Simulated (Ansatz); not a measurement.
Ti₃NbAl₂ in space group P-3m1 (No. 164; Ti on 2d, Ti on 1a, Al on 2d, Nb on 1b), plane-wave PAW PBE (Ansatz code), all energies at zero smearing, with the estimated change up to a 700 eV cutoff added, with one set of potentials and settings (totals compare only within such a set). Cell of 6 atoms (3 Ti, 2 Al, 1 Nb): -13128.245 eV.

```json
[
 {"element": "Ti", "reference phase": "P6/mmm, 3 atoms in the cell", "E (eV/atom)": "-2499.6739"},
 {"element": "Al", "reference phase": "Fm-3m, 1 atoms in the cell", "E (eV/atom)": "-537.5049"},
 {"element": "Nb", "reference phase": "Im-3m, 1 atoms in the cell", "E (eV/atom)": "-4552.2836"}
]
```

Formation energy per atom, worked out: (-13128.245 − 3×(-2499.6739) − 2×(-537.5049) − 1×(-4552.2836))/6 = -0.322 eV/atom (-31 kJ per mol of atoms), at 0 K, without zero-point energy or fitted corrections.

The first step of the workflow began from a Materials Project structure, measured or hypothetical; the Crystallography Open Database copy checked does not list it. With Ti and Al taken as one species the cell has the higher symmetry P6/mmm, so it may be an ordered model of a mixed-site phase. Whether it is the stable phase at ambient conditions was not checked. The cell was relaxed with PBE under the symmetry of its start; of distortions, only those at the zone centre were tested. No spin polarisation was allowed. The references are the lowest solids computed at this level, not always the standard phases.

Potentials: the later of the program's two PAW sets.
